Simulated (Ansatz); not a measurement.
Computed with DFT PBE, scalar-relativistic, plane waves, PAW (Ansatz 0.2.0). The final run on the 8-atom cell used 420 eV, a Γ-centred 12×12×2 mesh, 0.02 eV smearing and no spin polarisation.

Formation energies are uncorrected and count from the elements' standard states at the same level.

Question: Propose a candidate for a trigonal semiconductor that holds As and 2 more elements, with a gap near 0.8 eV, a formation energy near −0.59 eV/atom and about 23 Å³ per atom, in a cell of 8 atoms.

Answer: ScAl3As4, space group P3m1 (No. 156). Around Sc lie 3 As at 2.62 Å, 3 As at 3.09 Å and 1 Al at 3.12 Å; Al on its first site is surrounded by 4 As at 2.45–2.55 Å and 1 Sc at 3.12 Å; around Al on its second site lie 4 As at 2.45–2.47 Å; As on its first site is surrounded by 3 Al at 2.55 Å and 3 Sc at 3.09 Å; 4 more sites not described.

```cif
data_structure
_symmetry_space_group_name_H-M 'P3m1'
_symmetry_Int_Tables_number 156
_cell_length_a 4.0086
_cell_length_b 4.0086
_cell_length_c 13.4120
_cell_angle_alpha 90.000
_cell_angle_beta 90.000
_cell_angle_gamma 120.000
_cell_volume 186.64
loop_
_atom_site_label
_atom_site_type_symbol
_atom_site_symmetry_multiplicity
_atom_site_Wyckoff_symbol
_atom_site_fract_x
_atom_site_fract_y
_atom_site_fract_z
_atom_site_occupancy
Sc1 Sc 1 a 0.00000 0.00000 0.08572 1
Al1 Al 1 a 0.00000 0.00000 0.31813 1
Al2 Al 1 c 0.66667 0.33333 0.56521 1
Al3 Al 1 b 0.33333 0.66667 0.81230 1
As1 As 1 c 0.66667 0.33333 0.23878 1
As2 As 1 a 0.00000 0.00000 0.50102 1
As3 As 1 c 0.66667 0.33333 0.74812 1
As4 As 1 b 0.33333 0.66667 0.99373 1
```

The volume per atom is 23.33 Å³. The density is 3.79 g/cm³ and the energy over the elements is −0.586 eV/atom. The gap on the 12×12×2 mesh of the 8-atom cell is 0.81 eV.

The structure comes from a proposed guess, relaxed at this level; another structure or a mixture of phases may lie lower. The answer needn't be unique; the calculation gave this one.

Kohn–Sham gaps at this level usually fall short of measured ones. The reference form of As is held partly by dispersion forces, which this level lacks. A later test with randomly moved atoms came back to the same energy, though modes that don't fit the test's cell weren't probed.
